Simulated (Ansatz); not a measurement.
## Cu2SO4 as a free-standing sheet: computed properties

Cu2SO4:
```xyz
7
Lattice="2.1899 -5.3184 0.0000 2.1899 5.3184 0.0000 0.0000 0.0000 30.0000" Properties=species:S:1:pos:R:3 pbc="T T F"
Cu     1.0950     2.6592    15.7237
S      2.1899     0.0000    15.0000
O      3.0340    -0.8427    15.8826
O      1.3459     0.8427    15.8826
O      3.0340     0.8427    14.1174
O      1.3459    -0.8427    14.1174
Cu     1.0950    -2.6592    14.2763
```
Free-standing layer in the xy plane with vacuum along z and no interaction between images.

Method: DFT-r²SCAN+D4 in the program Ansatz with PAW potentials. Lattice and atoms are relaxed at this level; other levels are named.

### Structure

```json
{
 "In-plane lattice": "a = 5.752 Å, b = 5.752 Å, γ = 135.2°",
 "distance_between_the_outermost_nuclei": "1.77 Å",
 "exfoliation_energy_from_the_relaxed_bulk_parent": "36 meV/Å²"
}
```

### Electronic structure

```json
{
  "band_gap": "2.41 eV (indirect)",
  "valence_band_maximum": "at Y",
  "conduction_band_minimum": "at Γ",
  "Ionisation potential (Kohn–Sham)": "5.42 eV",
  "Electron affinity (Kohn–Sham)": "3.01 eV",
  "Electron effective mass, in the valley at Γ": "1.3 along x, 0.67 along y (mₑ)",
  "Hole effective mass, in the valley at Y": "2.8 along x, 1.7 along y (mₑ)",
  "HSE06 gap on the r²SCAN+D4 cell": "3.75 eV",
  "HSE06 ionisation potential": "6.22 eV"
}
```

### Charges

```json
{
  "bader_charges": "Cu +0.67, S +4.07, O -1.35 e"
}
```

Space group C222. The layer was cut from a bulk entry of the Materials Project (measured or hypothetical); whether that bulk phase is the ambient one, and whether the layer has been isolated, was not checked. The cell was relaxed with r²SCAN+D4 under the symmetry of its start; whether a distortion lowers the energy is not shown. The workflow began spin-polarised and lost its moments. No Hubbard U is applied.

Potentials: the later of the program's two PAW sets.
